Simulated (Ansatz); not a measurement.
TaSi in space group I4_1md (No. 109; Ta on 4a, Si on 4a) at seven volumes, DFT-PBE in the program Ansatz with PAW potentials, shape and atoms relaxed at each. One row is withheld.

| V (Å³/atom) | P (GPa) |
|---|---|
| 15.571 | 18.92 |
| 16.084 | 11.65 |
| 16.597 | ? |
| 17.111 | 0.00 |
| 17.624 | -4.64 |
| 18.137 | -8.63 |
| 18.651 | -12.06 |

### Question
Fit the shown pressures and predict the withheld one.

### Answer
P = (3/2)B₀(x^(7/2) − x^(5/2))[1 + (3/4)(B′ − 4)(x − 1)] with x = (V₀/V)^(2/3). Least squares on the six rows gives V₀ = 17.111 Å³/atom, B₀ = 166 GPa, B′ = 3.99. At V = 16.597, x = 1.0205 and P = 5.38 GPa. The run itself gave 5.39 GPa.

The cell is a constructed one: a structure type filled with these elements; neither database checked (COD, Materials Project) lists it. Its standing as an ambient phase is unchecked. Symmetry was held in the PBE relaxation; whether a distortion lowers the energy is not shown. No spin polarisation was allowed. Spin–orbit coupling is left out wherever it is not named.

Potentials: the later of the program's two PAW sets.
